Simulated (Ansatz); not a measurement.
## TaO$_{2}$: do energies and stresses tell the same story?

Theory: DFT PBEsol, scalar-relativistic, plane waves, PAW (Ansatz 0.2.0).

Cutoff 420 eV; k points 8×8×12 on the computed 6-atom cell (Γ-centred); Gaussian smearing, width 0.10 eV; no spin polarisation.

Relaxed cell: P4_2/mnm, a = 4.951 Å, b = 4.951 Å, c = 2.851 Å, α = 90.00°, β = 90.00°, γ = 90.00°, 6 atoms in the primitive cell. Whether it is the stable form of this composition wasn't checked.

Energies at zero smearing and pressures from the stress tensor, at volumes with shape and atoms relaxed:
```tsv
V (Å³/atom)	E − E(first) (meV/atom)	P (GPa)
10.249	0.00	46.17
10.598	-84.42	31.67
10.948	-139.67	19.35
11.297	-170.11	8.88
11.646	-179.50	-0.01
11.996	-171.04	-7.54
12.345	-147.47	-13.89
12.811	-96.72	-20.78
```

Task: Check P = −dE/dV between neighbouring volumes, and get the bulk modulus from the pressures alone.

Result: With 1 eV/Å³ = 160.2 GPa:
```tsv
middle V (Å³/atom)	−ΔE/ΔV (GPa)	mean P (GPa)
10.424	38.711	38.920
10.773	25.336	25.507
11.122	13.957	14.113
11.472	4.309	4.436
11.821	-3.880	-3.773
12.171	-10.808	-10.717
12.578	-17.454	-17.339
```

The two differ by 0.21 GPa at most. The mean of two end pressures misses the average over a step by about ΔV² P″/12, up to 0.20 GPa here; with that taken off 0.03 GPa remains. The stress is the derivative of the free energy, not of the energy at zero smearing, and with free energies 0.01 GPa remains. Around V = 11.646 Å³/atom, the two neighbours give B = −V ΔP/ΔV = 11.646 × 16.42 / 0.699 = 273.6 GPa, against B0 = 271.3 GPa from the Birch–Murnaghan fit of the energies.

Spin–orbit coupling is left out, which can shift energies with elements as heavy as these.